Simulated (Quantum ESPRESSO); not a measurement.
# Al3SiNO5: input and log of a self-consistent run

Simulated, not a measurement. The program is pw.x of Quantum ESPRESSO 7.5 (plane-wave density functional theory). The cell is made up: 10 atoms on a corundum lattice, with randomly drawn elements, strain and displacements, not relaxed. PseudoDojo standard norm-conserving files (v0.5 for PBE, v0.4.1 for LDA and PBEsol) set the functional; there is no spin polarisation, spin-orbit coupling or dispersion term, and the masses in the input are unused placeholders.

Input:

```
&control calculation='scf', pseudo_dir='./dojo.nc.sr.pbe.v0_5.standard.upf', outdir='./o', disk_io='medium', tprnfor=.true., tstress=.true. /
&system ibrav=0, nat=10, ntyp=4, nbnd=30, ecutwfc=105.61755193, nosym=.true., tot_charge=0,
 occupations='smearing', smearing='fd', degauss=0.0018374661
/
&electrons conv_thr=7.350e-09, electron_maxstep=60, /
ATOMIC_SPECIES
Al 1.0 Al.upf
N 1.0 N.upf
O 1.0 O.upf
Si 1.0 Si.upf
CELL_PARAMETERS angstrom
2.4376 1.4573 4.552
-2.384 1.5142 4.5045
0.0761 -2.8259 4.482
ATOMIC_POSITIONS angstrom
Al 0.0271 0.0721 4.7763
Si -0.042 0.0121 1.957
Al 0.1096 0.0575 8.6914
Al 0.0394 0.1247 11.5376
N -0.8218 1.5446 7.9759
O -0.657 -1.5107 7.8666
O 1.7662 0.1836 7.9414
O 1.0165 -1.4331 5.6495
O 0.7414 1.6673 5.7015
O -1.5613 -0.0511 5.5861
K_POINTS automatic
7 7 7 1 1 1
```

The log is shortened where brackets say so; the opening notice, blank lines, dates and the lines on written files are dropped, and the path of the files is cut. It prints rydbergs, bohrs and kilobars, and counts compression as positive stress. With no partly filled state, the Fermi energy that it prints is only some level between the filled and the empty states on the mesh, and need not lie in the true gap.

```
     Program PWSCF v.7.5
     Parallel version (MPI & OpenMP), running on       1 processor cores
     Number of MPI processes:                 1
     Threads/MPI process:                     1
     [start-up lines left out]
     bravais-lattice index     =            0
     lattice parameter (alat)  =      10.1389  a.u.
     unit-cell volume          =     632.8923 (a.u.)^3
     number of atoms/cell      =           10
     number of atomic types    =            4
     number of electrons       =        48.00
     number of Kohn-Sham states=           30
     kinetic-energy cutoff     =     105.6176  Ry
     charge density cutoff     =     422.4702  Ry
     scf convergence threshold =      7.3E-09
     mixing beta               =       0.7000
     number of iterations used =            8  plain     mixing
     Exchange-correlation= PBE
                           (   1   4   3   4   0   0   0)
     [axes and pseudopotential details left out]
   Cartesian axes
     site n.     atom                  positions (alat units)
         1        Al     tau(   1) = (   0.0050510   0.0134382   0.8902224  )
         2        Si     tau(   2) = (  -0.0078281   0.0022552   0.3647521  )
         3        Al     tau(   3) = (   0.0204276   0.0107170   1.6199315  )
         4        Al     tau(   4) = (   0.0073435   0.0232420   2.1504156  )
         5        N      tau(   5) = (  -0.1531698   0.2878876   1.4865743  )
         6        O      tau(   6) = (  -0.1224538  -0.2815692   1.4662026  )
         7        O      tau(   7) = (   0.3291901   0.0342200   1.4801441  )
         8        O      tau(   8) = (   0.1894586  -0.2671059   1.0529723  )
         9        O      tau(   9) = (   0.1381846   0.3107568   1.0626642  )
        10        O      tau(  10) = (  -0.2910002  -0.0095242   1.0411556  )
     number of k points=   172  Fermi-Dirac smearing, width (Ry)=  0.0018
     Number of k-points >= 100: set verbosity='high' to print them.
     Dense  grid:    92829 G-vectors     FFT dimensions: (  72,  72,  72)
     Estimated max dynamical RAM per process >     131.78 MB
     Initial potential from superposition of free atoms
     starting charge      47.9920, renormalised to      48.0000
     Starting wfcs are   40 randomized atomic wfcs
     total cpu time spent up to now is      104.6 secs
     per-process dynamical memory:    90.9 Mb
     Self-consistent Calculation
     iteration #  1     ecut=   105.62 Ry     beta= 0.70
     Davidson diagonalization with overlap
     ethr =  1.00E-02,  avg # of iterations =  3.0
     total cpu time spent up to now is      279.5 secs
     total energy              =    -208.37022003 Ry
     estimated scf accuracy    <       2.32417239 Ry
     iteration #  2     ecut=   105.62 Ry     beta= 0.70
     Davidson diagonalization with overlap
     ethr =  4.84E-03,  avg # of iterations =  2.1
     total cpu time spent up to now is      514.8 secs
     total energy              =    -208.99113821 Ry
     estimated scf accuracy    <       2.07915622 Ry
     iteration #  3     ecut=   105.62 Ry     beta= 0.70
     Davidson diagonalization with overlap
     ethr =  4.33E-03,  avg # of iterations =  2.0
     total cpu time spent up to now is      720.4 secs
     total energy              =    -209.34971350 Ry
     estimated scf accuracy    <       0.07734412 Ry
     iteration #  4     ecut=   105.62 Ry     beta= 0.70
     Davidson diagonalization with overlap
     ethr =  1.61E-04,  avg # of iterations =  5.7
     total cpu time spent up to now is      972.2 secs
     total energy              =    -209.38049113 Ry
     estimated scf accuracy    <       0.00503570 Ry
     iteration #  5     ecut=   105.62 Ry     beta= 0.70
     Davidson diagonalization with overlap
     c_bands:  1 eigenvalues not converged
     ethr =  1.05E-05,  avg # of iterations =  8.5
     total cpu time spent up to now is     1240.8 secs
     total energy              =    -209.38136170 Ry
     estimated scf accuracy    <       0.00231884 Ry
     [iterations 6 to 7 left out]
     iteration #  8     ecut=   105.62 Ry     beta= 0.70
     Davidson diagonalization with overlap
     ethr =  2.58E-07,  avg # of iterations =  2.0
     total cpu time spent up to now is     1774.7 secs
     total energy              =    -209.38139364 Ry
     estimated scf accuracy    <       0.00000390 Ry
     iteration #  9     ecut=   105.62 Ry     beta= 0.70
     Davidson diagonalization with overlap
     ethr =  8.13E-09,  avg # of iterations =  3.5
     total cpu time spent up to now is     1984.8 secs
     total energy              =    -209.38139437 Ry
     estimated scf accuracy    <       0.00000376 Ry
     iteration # 10     ecut=   105.62 Ry     beta= 0.70
     Davidson diagonalization with overlap
     ethr =  7.84E-09,  avg # of iterations =  2.0
     total cpu time spent up to now is     2142.4 secs
     total energy              =    -209.38139460 Ry
     estimated scf accuracy    <       0.00000036 Ry
     iteration # 11     ecut=   105.62 Ry     beta= 0.70
     Davidson diagonalization with overlap
     ethr =  7.54E-10,  avg # of iterations =  2.5
     total cpu time spent up to now is     2296.9 secs
     total energy              =    -209.38139472 Ry
     estimated scf accuracy    <       0.00000001 Ry
     iteration # 12     ecut=   105.62 Ry     beta= 0.70
     Davidson diagonalization with overlap
     ethr =  2.90E-11,  avg # of iterations =  3.9
     total cpu time spent up to now is     2459.0 secs
     End of self-consistent calculation
     Number of k-points >= 100: set verbosity='high' to print the bands.
     the Fermi energy is    10.0101 ev
!    total energy              =    -209.38139472 Ry
     estimated scf accuracy    <          6.4E-09 Ry
     smearing contrib. (-TS)   =      -0.00000000 Ry
     internal energy E=F+TS    =    -209.38139472 Ry
     The total energy is F=E-TS. E is the sum of the following terms:
     one-electron contribution =     -33.82001954 Ry
     hartree contribution      =      50.62630034 Ry
     xc contribution           =     -58.27886864 Ry
     ewald contribution        =    -167.90880687 Ry
     convergence has been achieved in  12 iterations
     Forces acting on atoms (cartesian axes, Ry/au):
     atom    1 type  1   force =     0.08073586   -0.00306569   -0.06988587
     atom    2 type  4   force =     0.07811100    0.01783403    0.09223379
     atom    3 type  1   force =    -0.05344692    0.02376058   -0.01788429
     atom    4 type  1   force =     0.02318846   -0.01088973    0.03533769
     atom    5 type  2   force =    -0.08905214   -0.00726052   -0.03754015
     atom    6 type  3   force =     0.00702971    0.00834157   -0.02730510
     atom    7 type  3   force =     0.00625570   -0.00183511   -0.06747156
     atom    8 type  3   force =    -0.05834057   -0.02798386    0.01387125
     atom    9 type  3   force =     0.08460786   -0.03150528    0.01405041
     atom   10 type  3   force =    -0.07908896    0.03260401    0.06459384
     Total force =     0.266560     Total SCF correction =     0.000043
     Computing stress (Cartesian axis) and pressure
          total   stress  (Ry/bohr**3)                   (kbar)     P=     -140.44
  -0.00072959   0.00029479  -0.00034524         -107.33       43.37      -50.79
   0.00029479  -0.00089264  -0.00016618           43.37     -131.31      -24.45
  -0.00034524  -0.00016618  -0.00124178          -50.79      -24.45     -182.67
     init_run     :    100.12s CPU    104.43s WALL (       1 calls)
     electrons    :   2287.58s CPU   2354.43s WALL (       1 calls)
     forces       :     21.69s CPU     21.97s WALL (       1 calls)
     stress       :    111.47s CPU    112.02s WALL (       1 calls)
     [timing details left out]
     PWSCF        :  42m 1.81s CPU  43m14.88s WALL
     JOB DONE.
```

In other units: free energy -2848.779 eV for the cell, pressure -14.04 GPa, largest force component 2.371 eV/Å. This run is the check on a run of the same cell at a cutoff of 1143 eV and k mesh 5 x 5 x 5: rerunning at a cutoff of 1437 eV and k mesh 7 x 7 x 7 moved values by no more than 0.003 eV in energy, 0.03 GPa in stress and 0.002 eV/Å in force.